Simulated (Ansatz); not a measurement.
Tl$_{2}$Pd:
```cif
data_Pd4Tl8
_chemical_formula_sum 'Pd4 Tl8'
_space_group_name_H-M_alt 'I4/mcm'
_space_group_IT_number 140
_space_group_name_Hall '-I 4 2c'
_cell_length_a 6.72968
_cell_length_b 6.72968
_cell_length_c 5.74387
_cell_angle_alpha 90.000
_cell_angle_beta 90.000
_cell_angle_gamma 90.000
loop_
_atom_site_label
_atom_site_type_symbol
_atom_site_symmetry_multiplicity
_atom_site_Wyckoff_symbol
_atom_site_fract_x
_atom_site_fract_y
_atom_site_fract_z
_atom_site_occupancy
Pd1 Pd 4 a 0.00000 0.00000 0.25000 1
Tl1 Tl 8 h 0.33433 0.16567 0.00000 1
```
(The calculation used a cell of 6 atoms; values per cell refer to that cell.)

Relaxed at zero pressure with plane-wave PAW PBEsol (Ansatz code).

Task: The volume is lowered by 3 % and shape and atoms relax at that volume. What pressure results, and how do the axes share the change?

Result: 2.5 GPa; a -0.9 %, b -0.9 %, c -1.2 %; the energy rises by 5 meV/atom.

Task: Give the new structure.

Result: 
Space group I4/mcm (No. 140); a = 6.6670 Å, b = 6.6670 Å, c = 5.6769 Å, α = 90.00°, β = 90.00°, γ = 90.00°

```
atom  site  symmetry       x       y       z
----  ----  --------  ------  ------  ------
Pd      4a       422  0.0000  0.0000  0.2500
Tl      8h      m.2m  0.3353  0.1647  0.0000
```

The phase is kept; no other phase was compared at this pressure.

The workflow started from an entry of the Crystallography Open Database (COD). Its standing as an ambient phase is unchecked. The PBEsol relaxation kept the symmetry of its start; of distortions, only those at the zone centre were tested. The run is not spin-polarised. Axis ratios of metals converge slowly with the k-mesh, so a and c are less sure than the volume. Scalar-relativistic: spin–orbit coupling is off unless named, which matters more the heavier the elements.

Potentials: the later of the program's two PAW sets.
